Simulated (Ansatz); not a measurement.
Bi:
```xyz
2
Lattice="0.0000 3.5826 3.5826 3.5826 0.0000 3.5826 3.5826 3.5826 0.0000" Properties=species:S:1:pos:R:3 pbc="T T T"
Bi     0.0000     0.0000     0.0000
Bi     1.7913     1.7913     1.7913
```

Relaxed with PBEsol. Special points in fractions of this cell's reciprocal vectors: Γ (0.000, 0.000, 0.000); X (0.500, 0.000, 0.500); U (0.625, 0.250, 0.625); K (0.375, 0.375, 0.750); L (0.500, 0.500, 0.500); W (0.500, 0.250, 0.750).

Task: List the band energies nearest the Fermi level at these points for DFT-PBEsol with spin–orbit coupling in the program Ansatz with PAW potentials.

Result: In eV from the Fermi level; about four levels below and three above (degenerate sets whole), none deeper than 8.9 eV; points with the same levels are listed once.

| k | below | above |
|---|---|---|
| Γ | -0.33 -0.33 -0.33 -0.33 -0.19 -0.19 | 1.74 1.74 1.74 1.74 |
| X | -0.12 -0.12 -0.12 -0.12 | 4.54 4.54 4.54 4.54 |
| U | -2.63 -2.63 -0.36 -0.36 | 1.40 1.40 3.61 3.61 |
| L | -2.33 -2.33 -1.20 -1.20 | 1.62 1.62 2.74 2.74 |
| W | -3.51 -3.51 -2.89 -2.89 | 0.18 0.18 1.57 1.57 |

Space group Fd-3m (diamond). The start of the workflow was typed in or built on a structure type; neither database checked (COD, Materials Project) lists it. It is not the phase usual at ambient conditions (space group No. 166). The PBEsol relaxation kept the symmetry of its start. At this level the phase is mechanically unstable.

Potentials: the later of the program's two PAW sets.
